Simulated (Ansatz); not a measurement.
Sb (space group R-3m)

```
Sb
1.0
    4.37432     2.52551     7.69342
    0.00000     2.52551     7.69342
    0.00000    -2.52551     3.84671
Sb
4
Direct
  0.00000   0.26727   0.26727
  0.50000   0.26727   0.26727
  0.00000   0.73273   0.73273
  0.50000   0.73273   0.73273
```

A phonon eigenvector at F = (0.5, 0.5, 0.0) is frozen into this cell: atom i moves by Q times the vector below, so Q is the largest atomic displacement, in Å. The cell is held. (q is in reciprocal vectors of the primitive cell; the cell shown is doubled to hold the pattern.)

```
atom      x       y       z
----  -----  ------  ------
Sb1   0.000   0.610  -0.792
Sb2   0.000  -0.610   0.792
Sb3   0.000   0.610  -0.792
Sb4   0.000  -0.610   0.792
```

Level of theory: PBE (plane waves to 420 eV, PAW, scalar-relativistic; Ansatz, a first-principles code). k mesh 13×13×13 (Γ-centred), Fermi-Dirac smearing 0.05 eV. With partly filled bands, energies and forces of such displacements shift with the k mesh and the smearing. Sb was relaxed with its symmetry unable to fall. Spin-orbit coupling is left out, though Sb is heavy. 

```
Q (Å)   −dE/dQ from forces (eV/Å)
------  -------------------------
-0.280                      7.136
-0.233                      5.848
-0.187                      4.866
-0.140                      3.901
-0.093                      2.788
-0.047                      1.470
0.000                       0.000
0.047                      -1.470
0.093                      -2.788
0.140                      -3.901
0.187                      -4.866
0.233                      -5.848
0.280                      -7.136
```

Task: What harmonic wavenumber does the curvature at Q = 0 give?

Result: 134 cm⁻¹. E″ = 32.03 eV/Å², M = Σ mᵢ|uᵢ|² = 487.0 u, ν̃ = 521.5·√(|E″|/M).

(For displaced atoms, the force is minus the slope of the energy, and its curvature is a force constant, which sets phonon frequencies.)
